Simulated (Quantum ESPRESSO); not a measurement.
# Strain and stress in MgAl3N3O

The results below are calculated, not measured. They come from pw.x of Quantum ESPRESSO 7.5, a plane-wave density functional program, with PseudoDojo standard norm-conserving files (v0.5 for PBE, v0.4.1 for LDA and PBEsol). The cells are made up: elements, strain and atom displacements were drawn at random, and nothing was relaxed. There is no spin polarisation, spin-orbit coupling or dispersion term.

The cell has 8 sites of a rocksalt lattice. Sites 1 to 4 hold Mg Al Al Al; sites 5 to 8 hold N N N O. Cell vectors in Å: (4.081, 0.023, -0.014); (0.023, 4.137, -0.017); (-0.014, -0.017, 4.117). Settings: PBE, cutoff 1143 eV, 4 x 4 x 4 k mesh shifted by half a step, Fermi-Dirac smearing of 0.025 eV.

Each run adds a strain along z to one cell, with the atoms carried along; the vectors above are those of run 5. Stress is positive in tension and P is minus a third of its trace. E is the free energy for each atom above the lowest run shown. The last column is band 21 less band 20 at Gamma, from a band step after each run.

```
run  strain (%)  s_xx (GPa)  s_yy (GPa)  s_zz (GPa)  s_xy (GPa)  P (GPa)  E (meV/atom)  level step at Gamma (eV)
  1       -2.38      -10.15        5.05      -14.59        2.79     6.56         12.48                     2.812
  2       -1.78       -9.16        5.87      -11.64        2.80     4.98          8.20                     2.766
  4       -0.46       -7.08        7.61       -5.81        2.81     1.76          1.97                     2.652
  5       -0.23       -6.72        7.91       -4.89        2.81     1.23          1.31                     2.630
  6        0.31       -5.91        8.58       -2.81        2.82     0.05          0.17                     2.578
  7        1.80       -3.76       10.37        2.26        2.83    -2.96          0.00                     2.429
  3       -1.16           ?           ?           ?           ?        ?             ?                         ?
```

A rerun of one of these cells at 1437 eV and k mesh 6 x 6 x 6 moved values by no more than 0.004 eV in the cell's energy, 0.02 GPa in stress and 0.008 eV/Å in force.

## Worked fit

A parabola through the six runs shown gives s_zz = -3.98 + 3.89 e - 0.237 e² GPa, with e in per cent and a scatter of 0.02 GPa. The slope is a stiffness of 389 ± 3 GPa for each unit of this strain at e = 0. The atoms are clamped, and relaxing them would in general lower it. The error is the larger of the fit's own and the change that a cubic makes, rounded up.

## Withheld run

Question: what s_zz should run 3 give?

The fit gives -8.81 GPa. The calculation gave -8.80 GPa.

| run | strain (%) | s_xx (GPa) | s_yy (GPa) | s_zz (GPa) | s_xy (GPa) | P (GPa) | E (meV/atom) | level step at Gamma (eV) |
| --- | --- | --- | --- | --- | --- | --- | --- | --- |
| 3 | -1.16 | -8.17 | 6.70 | -8.80 | 2.80 | 3.42 | 4.76 | 2.714 |